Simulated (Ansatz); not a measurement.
**InF3: do energies and stresses tell the same story?**

Theory: DFT LDA, scalar-relativistic, plane waves, PAW (Ansatz 0.2.0).

Plane waves to 420 eV, a k mesh through Γ of 6×6×6 on the computed 8-atom cell and Gaussian smearing (0.02 eV); no spin polarisation.

Relaxed cell: R-3c, a = 5.089 Å, b = 5.089 Å, c = 14.543 Å, α = 90.00°, β = 90.00°, γ = 120.00°, 8 atoms in the primitive cell. Whether it is the stable form of this composition wasn't checked.

Energies at zero smearing and pressures from the stress tensor, at volumes with shape and atoms relaxed:
```json
{"V (Å³/atom)": "11.961", "E − E(first) (meV/atom)": "0.00", "P (GPa)": "7.32"}
{"V (Å³/atom)": "12.369", "E − E(first) (meV/atom)": "-14.75", "P (GPa)": "4.41"}
{"V (Å³/atom)": "12.776", "E − E(first) (meV/atom)": "-23.18", "P (GPa)": "2.31"}
{"V (Å³/atom)": "13.184", "E − E(first) (meV/atom)": "-27.10", "P (GPa)": "0.88"}
{"V (Å³/atom)": "13.592", "E − E(first) (meV/atom)": "-28.01", "P (GPa)": "-0.02"}
{"V (Å³/atom)": "14.000", "E − E(first) (meV/atom)": "-27.16", "P (GPa)": "-0.59"}
{"V (Å³/atom)": "14.408", "E − E(first) (meV/atom)": "-25.34", "P (GPa)": "-0.92"}
{"V (Å³/atom)": "14.951", "E − E(first) (meV/atom)": "-21.84", "P (GPa)": "-1.20"}
```

Q: Check P = −dE/dV between neighbouring volumes, and get the bulk modulus from the pressures alone.

A: With 1 eV/Å³ = 160.2 GPa:
| middle V (Å³/atom) | −ΔE/ΔV (GPa) | mean P (GPa) |
| --- | --- | --- |
| 12.165 | 5.795 | 5.868 |
| 12.573 | 3.312 | 3.361 |
| 12.980 | 1.541 | 1.592 |
| 13.388 | 0.356 | 0.430 |
| 13.796 | -0.332 | -0.305 |
| 14.204 | -0.718 | -0.754 |
| 14.679 | -1.029 | -1.057 |

The two differ by 0.07 GPa at most. The mean of two end pressures misses the average over a step by about ΔV² P″/12, up to 0.08 GPa here; with that taken off 0.05 GPa remains, from the finite cutoff, the mesh or the relaxation's tolerance. Around V = 13.592 Å³/atom, the two neighbours give B = −V ΔP/ΔV = 13.592 × 1.47 / 0.816 = 24.5 GPa, against B0 = 25.7 GPa from the Birch–Murnaghan fit of the energies, which describes these points poorly (B0' = 15.4).